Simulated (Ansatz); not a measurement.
Steps from a short run of molecular dynamics on a 2×2×1 supercell (16 atoms) of MgCdS2 (ordering on rocksalt), relaxed with r2SCAN; forces from r2SCAN in Ansatz, 2×2×2 mesh, Fermi-Dirac smearing of 0.020 eV, a Nosé-Hoover thermostat at fixed volume, set at 100 K. Classical nuclei, no spin polarisation; a few dozen steps show the first response, not equilibrium. The structure comes from a prototype and may be hypothetical.

Cell vectors in Å:
```
7.5660 0.0000 0.0000
0.0000 7.5660 0.0000
0.0000 0.0000 5.3524
```

Task: At 4 fs the positions in Å are
```
Mg   0.005   0.002  -0.002
S    0.002   0.000   2.681
Cd   1.897   1.892   2.676
S    1.905   1.889   0.000
Mg  -0.022   3.781  -0.011
S    0.002   3.781   2.671
Cd   1.894   5.677   2.677
S    1.892   5.672   0.002
Mg   3.780   0.009   0.010
S    3.778  -0.001   2.689
Cd   5.671   1.894   2.671
S    5.679   1.881   0.004
Mg   3.776   3.773  -0.003
S    3.778   3.775   2.675
Cd   5.671   5.676   2.679
S    5.675   5.676  -0.002
```
What are the forces, and how far does the free energy (smearing included) lie above that of step 0, with the atoms on their sites?

Result: 0.2 meV an atom; forces in eV/Å:
```
Mg   0.008  -0.026   0.008
S   -0.016   0.011  -0.016
Cd  -0.054  -0.009  -0.002
S   -0.061   0.011   0.007
Mg   0.066   0.018   0.023
S   -0.029   0.015   0.019
Cd  -0.027  -0.017   0.004
S   -0.008  -0.009  -0.006
Mg  -0.005  -0.050  -0.012
S    0.051  -0.014  -0.040
Cd   0.024  -0.018   0.032
S   -0.003   0.037  -0.039
Mg   0.005   0.041   0.005
S    0.056   0.045   0.007
Cd   0.014  -0.008  -0.020
S   -0.020  -0.026   0.031
```

Task: At 12 fs the positions in Å are
```
Mg   0.016   0.006  -0.006
S    0.005   0.002   2.689
Cd   1.908   1.894   2.675
S    1.931   1.883  -0.001
Mg  -0.065   3.778  -0.032
S    0.004   3.776   2.661
Cd   1.900   5.683   2.678
S    1.894   5.667   0.007
Mg   3.775   0.026   0.028
S    3.770  -0.004   2.715
Cd   5.666   1.898   2.660
S    5.689   1.862   0.013
Mg   3.764   3.754  -0.008
S    3.768   3.758   2.672
Cd   5.664   5.680   2.684
S    5.676   5.678  -0.006
```
What are the forces, and how far does the free energy (smearing included) lie above that of step 0, with the atoms on their sites?

Result: 1.8 meV an atom; forces in eV/Å:
```
Mg   0.020  -0.076   0.023
S   -0.041   0.029  -0.047
Cd  -0.165  -0.030  -0.007
S   -0.179   0.021   0.022
Mg   0.182   0.055   0.066
S   -0.080   0.043   0.054
Cd  -0.079  -0.053   0.010
S   -0.021  -0.021  -0.017
Mg  -0.004  -0.149  -0.034
S    0.145  -0.038  -0.116
Cd   0.071  -0.052   0.093
S   -0.013   0.104  -0.114
Mg   0.020   0.123   0.014
S    0.158   0.134   0.022
Cd   0.044  -0.020  -0.056
S   -0.056  -0.071   0.087
```

Task: At 20 fs the positions in Å are
```
Mg   0.027   0.008  -0.010
S    0.008   0.003   2.697
Cd   1.919   1.895   2.674
S    1.954   1.878  -0.001
Mg  -0.103   3.777  -0.052
S    0.005   3.772   2.652
Cd   1.905   5.688   2.679
S    1.894   5.662   0.012
Mg   3.770   0.039   0.047
S    3.765  -0.007   2.738
Cd   5.660   1.901   2.650
S    5.699   1.844   0.019
Mg   3.751   3.738  -0.013
S    3.761   3.745   2.669
Cd   5.657   5.683   2.688
S    5.675   5.678  -0.009
```
What are the forces, and how far does the free energy (smearing included) lie above that of step 0, with the atoms on their sites?

Result: 4.4 meV an atom; forces in eV/Å:
```
Mg   0.022  -0.113   0.037
S   -0.053   0.040  -0.075
Cd  -0.268  -0.051  -0.009
S   -0.284   0.019   0.035
Mg   0.272   0.085   0.105
S   -0.111   0.070   0.088
Cd  -0.129  -0.087   0.015
S   -0.031  -0.024  -0.028
Mg   0.011  -0.236  -0.057
S    0.213  -0.052  -0.185
Cd   0.116  -0.082   0.147
S   -0.027   0.156  -0.174
Mg   0.044   0.195   0.023
S    0.232   0.213   0.035
Cd   0.077  -0.030  -0.087
S   -0.084  -0.102   0.129
```

Task: At 32 fs the positions in Å are
```
Mg   0.044   0.005  -0.014
S    0.010   0.007   2.705
Cd   1.931   1.896   2.672
S    1.977   1.871   0.000
Mg  -0.146   3.779  -0.077
S    0.002   3.769   2.642
Cd   1.911   5.695   2.681
S    1.895   5.653   0.018
Mg   3.763   0.048   0.071
S    3.764  -0.014   2.765
Cd   5.653   1.906   2.636
S    5.712   1.823   0.021
Mg   3.735   3.724  -0.019
S    3.759   3.732   2.667
Cd   5.648   5.688   2.694
S    5.672   5.676  -0.008
```
What are the forces, and how far does the free energy (smearing included) lie above that of step 0, with the atoms on their sites?

Result: 8.1 meV an atom; forces in eV/Å:
```
Mg  -0.004  -0.128   0.052
S   -0.036   0.037  -0.105
Cd  -0.382  -0.069  -0.004
S   -0.383   0.006   0.046
Mg   0.355   0.093   0.150
S   -0.107   0.104   0.126
Cd  -0.194  -0.132   0.020
S   -0.041  -0.018  -0.043
Mg   0.054  -0.308  -0.089
S    0.240  -0.047  -0.263
Cd   0.176  -0.118   0.201
S   -0.057   0.199  -0.219
Mg   0.093   0.257   0.034
S    0.255   0.282   0.049
Cd   0.140  -0.044  -0.112
S   -0.109  -0.113   0.156
```

Task: At 36 fs the positions in Å are
```
Mg   0.050   0.002  -0.014
S    0.010   0.009   2.707
Cd   1.934   1.896   2.671
S    1.981   1.869   0.001
Mg  -0.157   3.781  -0.083
S    0.000   3.769   2.640
Cd   1.912   5.697   2.681
S    1.894   5.649   0.019
Mg   3.761   0.047   0.078
S    3.766  -0.017   2.772
Cd   5.651   1.908   2.632
S    5.716   1.818   0.020
Mg   3.730   3.722  -0.021
S    3.761   3.731   2.666
Cd   5.645   5.690   2.696
S    5.669   5.674  -0.006
```
What are the forces, and how far does the free energy (smearing included) lie above that of step 0, with the atoms on their sites?

Result: 8.9 meV an atom; forces in eV/Å:
```
Mg  -0.020  -0.120   0.054
S   -0.023   0.030  -0.111
Cd  -0.404  -0.069   0.000
S   -0.393   0.001   0.046
Mg   0.370   0.083   0.162
S   -0.092   0.113   0.136
Cd  -0.212  -0.144   0.021
S   -0.044  -0.013  -0.047
Mg   0.070  -0.311  -0.099
S    0.227  -0.037  -0.281
Cd   0.193  -0.127   0.210
S   -0.069   0.203  -0.220
Mg   0.110   0.260   0.037
S    0.236   0.287   0.052
Cd   0.164  -0.050  -0.114
S   -0.111  -0.108   0.154
```

Task: At 48 fs the positions in Å are
```
Mg   0.067  -0.010  -0.014
S    0.011   0.015   2.710
Cd   1.941   1.897   2.670
S    1.983   1.862   0.004
Mg  -0.174   3.789  -0.096
S   -0.008   3.772   2.637
Cd   1.915   5.702   2.684
S    1.892   5.639   0.022
Mg   3.758   0.032   0.095
S    3.779  -0.026   2.785
Cd   5.647   1.910   2.622
S    5.726   1.808   0.010
Mg   3.721   3.727  -0.025
S    3.773   3.734   2.667
Cd   5.638   5.694   2.700
S    5.659   5.665   0.004
```
What are the forces, and how far does the free energy (smearing included) lie above that of step 0, with the atoms on their sites?

Result: 9.7 meV an atom; forces in eV/Å:
```
Mg  -0.085  -0.061   0.056
S    0.032  -0.006  -0.117
Cd  -0.418  -0.044   0.019
S   -0.345  -0.007   0.034
Mg   0.377   0.023   0.187
S   -0.020   0.131   0.148
Cd  -0.249  -0.168   0.021
S   -0.051   0.005  -0.060
Mg   0.105  -0.250  -0.130
S    0.126   0.015  -0.306
Cd   0.234  -0.140   0.209
S   -0.105   0.195  -0.177
Mg   0.146   0.208   0.045
S    0.107   0.241   0.055
Cd   0.245  -0.070  -0.100
S   -0.098  -0.072   0.114
```
